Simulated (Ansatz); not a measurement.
Y$_{2}$N:
```xyz
6
Lattice="4.5557 0.0000 0.0000 0.0000 4.5557 0.0000 0.0000 0.0000 7.0614" Properties=species:S:1:pos:R:3 pbc="T T T"
Y      0.0000     0.0000     0.0000
Y      2.2778     2.2778     0.0000
Y      2.2778     0.0000     4.2484
Y      0.0000     2.2778     2.8130
N      2.2778     0.0000     6.4111
N      0.0000     2.2778     0.6503
```

Relaxed with r²SCAN+D4. Special points in fractions of this cell's reciprocal vectors: Γ (0.000, 0.000, 0.000); X (0.000, 0.500, 0.000); M (0.500, 0.500, 0.000); Z (0.000, 0.000, 0.500); R (0.000, 0.500, 0.500); A (0.500, 0.500, 0.500).

### Question
List the band energies nearest the Fermi level at these points for plane-wave PAW r²SCAN+D4 with spin–orbit coupling (Ansatz code).

### Answer
In eV from the Fermi level; about four levels below and three above (degenerate sets whole), none deeper than 8.9 eV; points with the same levels are listed once.

```csv
k,below,above
Γ,-0.66 -0.66 -0.17 -0.17,1.72 1.72 2.45 2.45
X,-0.03 -0.03 -0.03 -0.03,0.89 0.89 0.89 0.89
M,-0.69 -0.69 -0.69 -0.69,0.10 0.10 0.10 0.10
Z,-0.67 -0.67 -0.12 -0.12,1.55 1.55 1.60 1.60
R,-0.06 -0.06 -0.06 -0.06,1.06 1.06 1.06 1.06
A,-0.06 -0.06 -0.06 -0.06,0.34 0.34 0.34 0.34
```

Space group P4/nmm. The cell is a constructed one: a structure type filled with these elements; neither database checked (COD, Materials Project) lists it. Its standing as an ambient phase is unchecked. The r²SCAN+D4 relaxation kept the symmetry of its start; its stability against distortions is not shown here. The run is not spin-polarised.

Potentials: the earlier of the program's two PAW sets.
